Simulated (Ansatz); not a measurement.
## B2Ir: computed property card

B₂Ir:
Space group P6₃/mmc (No. 194); a = b = 3.069 Å, c = 7.053 Å, α = β = 90.00°, γ = 120.00°

```json
[
 {"atom": "Ir", "site": "2c", "symmetry": "-6m2", "x": "0.3333", "y": "0.6667", "z": "0.2500"},
 {"atom": "B", "site": "4f", "symmetry": "3m.", "x": "0.6667", "y": "0.3333", "z": "0.0591"}
]
```

Space group P6_3/mmc (No. 194); conventional cell a = 3.069 Å, b = 3.069 Å, c = 7.053 Å, α = 90.00°, β = 90.00°, γ = 120.00°.

Method: the program Ansatz at the PBE level (PAW). Structure relaxed to zero pressure with the same functional. Other levels are named where they apply.

**Cell and energy**

| Item | Result |
|---|---|
| Volume per atom | 9.59 Å³ |
| Density | 12.34 g/cm³ |
| Formation energy from the elements (no fitted shifts) | -0.053 eV/atom |

**Electronic structure**

| Property | Result |
|---|---|
| Electronic character | metallic (no gap) |
| Density of states at the Fermi level | 0.41 states/eV per atom (mean over ±0.08 eV) |
| Gap with spin–orbit coupling | none (metallic) |

**Mechanics**

| Item | Result |
|---|---|
| Bulk modulus (Birch–Murnaghan fit) | 258 GPa |
| Pressure derivative B′ | 3.3 |

The start of the workflow was typed in or built on a structure type; neither database checked (COD, Materials Project) lists it. Its standing as an ambient phase is unchecked. Symmetry was held in the PBE relaxation; its stability against distortions is not shown here. No spin polarisation was allowed. The references are the lowest solids computed at this level, not always the standard phases. Spin–orbit coupling is left out wherever it is not named.

Potentials: the earlier of the program's two PAW sets.
